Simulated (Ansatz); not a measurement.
An Ansatz run on a 12-atom cell of TiSn3O8 built on the rutile structure (relaxed group Cmmm) left the output below. The cell was relaxed beforehand with r2SCAN.

The cell:
```cif
data_structure
_symmetry_space_group_name_H-M 'P 1'
_symmetry_Int_Tables_number 1
_cell_length_a 4.7167
_cell_length_b 4.7167
_cell_length_c 6.2959
_cell_angle_alpha 90.000
_cell_angle_beta 90.000
_cell_angle_gamma 90.114
_cell_volume 140.07
loop_
_atom_site_label
_atom_site_type_symbol
_atom_site_fract_x
_atom_site_fract_y
_atom_site_fract_z
_atom_site_occupancy
Sn1 Sn 0.50000 0.50000 0.00000 1
Sn2 Sn 0.00000 0.00000 0.74576 1
O1 O 0.19429 0.19429 0.00000 1
O2 O 0.80571 0.80571 0.00000 1
O3 O 0.69078 0.30922 0.73974 1
O4 O 0.30922 0.69078 0.73974 1
Ti1 Ti 0.50000 0.50000 0.50000 1
Sn3 Sn 0.00000 0.00000 0.25424 1
O5 O 0.20293 0.20293 0.50000 1
O6 O 0.79707 0.79707 0.50000 1
O7 O 0.69078 0.30922 0.26026 1
O8 O 0.30922 0.69078 0.26026 1
```

Main lines of the log:
```
scf.n_extra_bands = 7 over 51 filled bands (N_el = 102.0): the run solves 58 bands
Pseudopotential: Sn, paw, valence charge 14, recommended cutoff 500 eV
Pseudopotential: O, paw, valence charge 6, recommended cutoff 500 eV
Pseudopotential: Ti, paw, valence charge 12, recommended cutoff 500 eV
Crystal: 12 atoms, lattice volume = 140.068 Å³
Basis set: ecut = 500 eV, 3587 PW (Γ)
Symmetry: 8 space group operations
Space group: Cmmm (ITA 65)
k-points: 39 of 144
SCF converged after 9 iterations
Free energy (F): -25174.664370 eV
Fermi energy:    8.925538 eV
--- Per-component energies (eV) ---
  E_band       = -467.940707
  E_kinetic    = 2253.402187
  E_local      = -5858.233746
  E_nonlocal   = 292.932389
  E_hartree    = 2833.556350
  E_xc         = -1795.255743
  E_vxc        = -1280.702212
  E_paw        = -14852.534205
  E_vpaw       = -1624.220805
  E_vtau       = 81.756835
  E_ewald      = -8050.236703
  E_core_change = 1.696975
--- Forces (eV/Å), atoms counted from 1 ---
  atom   1  Sn      0.00000      0.00000      0.00000
  atom   2  Sn      0.00000      0.00000      0.00026
  atom   3  O      0.00000      0.00000      0.00000
  atom   4  O       0.00000      0.00000      0.00000
  atom   5  O       0.00000      0.00016      0.00014
  atom   6  O       0.00000    -0.00016      0.00014
  atom   7  Ti      0.00000      0.00000      0.00000
  atom   8  Sn      0.00000      0.00000    -0.00026
  atom   9  O       0.00035      0.00000      0.00000
  atom  10  O     -0.00035      0.00000      0.00000
  atom  11  O       0.00000      0.00016    -0.00014
  atom  12  O       0.00000    -0.00016    -0.00014
--- Stress (GPa, compression-positive) ---
        0.014254       0.000000       0.000000
        0.000000       0.014109       0.000000
        0.000000       0.000000       0.019043
  P = ⅓ Tr σ = 0.0158 GPa (0.158 kbar)
--- Band table (eV; the first three rows and the last of 39) ---
  k-point 0: bands = […, 7.4128, 7.5799, 7.7088, 8.2233, 8.2268, 8.9255, 11.5718, 11.8905, 12.4919, 12.6253, …]
  k-point 1: bands = […, 7.6638, 7.6954, 7.7753, 8.2161, 8.2938, 8.7989, 11.7504, 12.4793, 12.5084, 12.5979, …]
  k-point 2: bands = […, 7.5876, 7.7987, 8.2354, 8.2446, 8.2989, 8.5298, 11.8804, 12.4666, 12.5726, 13.4035, …]
  k-point 38: bands = […, 7.7495, 8.0627, 8.1027, 8.1084, 8.1101, 8.1851, 12.0742, 12.1379, 12.5219, 13.3656, …]
```

Levels at the listed points, from bands.tsv (eV from the Fermi energy, bands near the gap, counted from 0):
```tsv
# k_distance	band_46	band_47	band_48	band_49	band_50	band_51	band_52	band_53	band_54
# fermi_ev = 8.925538
# [0, 0, 0] at k_distance = 0.000000
# [-0.5, 0.5, 0] at k_distance = 0.941011
# [0, 0, 0.5] at k_distance = 2.006136
# [0.4990110444, 0.4990110444, 0.5] at k_distance = 2.947148
# [0, 0.5, 0] at k_distance = 3.778331
# levels_relative_to = fermi_ev
0.000	-1.346	-1.217	-0.702	-0.699	0.000	2.646	2.965	3.566	3.700
0.941	-1.171	-0.955	-0.861	-0.838	-0.834	2.403	3.388	3.583	4.092
2.006	-1.127	-0.690	-0.681	-0.627	-0.396	2.955	3.541	3.647	4.478
2.947	-0.863	-0.823	-0.817	-0.816	-0.740	3.149	3.212	3.596	4.440
3.778	-1.194	-1.060	-0.719	-0.641	-0.595	2.822	3.365	3.395	5.289
```
In order the rows are Γ, Y, Z, A₀, S.

Problem. Reconstruct the input.

Solution.
```yaml
crystal:
  # lattice and atoms as above
kpoints:
  mp_grid: { grid: [6, 6, 4] }
  band_path:
    path:
      - [0.0, 0.0, 0.0]
      - [-0.5, 0.5, 0.0]
      - [0.0, 0.0, 0.5]
      - [0.4990110444, 0.4990110444, 0.5]
      - [0.0, 0.5, 0.0]
    npoints: 1
hamiltonian:
  xc: r2scan
scf:
  occupations: { method: fixed }
  n_extra_bands: 7
output:
  forces: true
  stress: true
  eigenvalues: true
```
The term E_vtau belongs to a meta-GGA, which reads the kinetic-energy density. There is no exchange loop, so no exact exchange. The stress vanishes on a cell relaxed with r2SCAN. A single point prints forces and stress when the output block asks for them. Close relatives of this functional can't be ruled out from these lines alone. Not every key shows in the log; this is the file that was used.

Problem. It ran on 1 × NVIDIA H100 80GB HBM3 with 2 threads of AMD EPYC 7R13 Processor (Zen 3), on a shared host, load about 2.0 per core. About how long did it take, and what peak of host memory did it reach?

Solution. About 41 s, with a peak of 1.3 GiB.

Simulation only: spin-unpolarised, and no claim that this is the phase found in nature.

Spin-orbit coupling is left out, which matters wherever the heavy atoms make up the band edges.
